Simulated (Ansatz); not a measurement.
A structure of CdS relaxed with PBEsol (plane waves to 420 eV, PAW, scalar-relativistic; Ansatz, a first-principles code); single points at other levels follow on the same geometry (Ansatz, PAW; HSE06 at 420 eV on a 6×6×4 k-mesh; no spin-orbit coupling). Space group P6₃mc (No. 186).

```cif
data_Cd2S2
_chemical_formula_sum 'Cd2 S2'
_space_group_name_H-M_alt 'P 1'
_space_group_IT_number 1
_cell_length_a 4.12340
_cell_length_b 4.12340
_cell_length_c 6.71246
_cell_angle_alpha 90.000
_cell_angle_beta 90.000
_cell_angle_gamma 120.000
loop_
_space_group_symop_operation_xyz
  'x, y, z'
loop_
_atom_site_label
_atom_site_type_symbol
_atom_site_fract_x
_atom_site_fract_y
_atom_site_fract_z
_atom_site_occupancy
Cd1 Cd 0.66667 0.33333 0.00073 1
Cd2 Cd 0.33333 0.66667 0.50073 1
S1 S 0.66667 0.33333 0.62447 1
S2 S 0.33333 0.66667 0.12447 1
```

| level | gap (eV) | kind | conduction minimum |
|---|---|---|---|
| PBEsol | 1.09 | direct | Γ |
| HSE06 | 2.26 | – | Γ |

No spin polarisation in the result.

Measured for CdS: a 4.136 Å (as listed in Ankan Biswas, S.R. Meher, Deepak K. Kaushik, Journal of Physics Conference Series (2022)); c 6.714 Å (as listed in Ankan Biswas, S.R. Meher, Deepak K. Kaushik, Journal of Physics Conference Series (2022)). Computed minus measured — a: PBEsol -0.3 %; c: PBEsol 0.0 %. The computed values are for a static lattice.

The run could not lose the symmetry of its start.
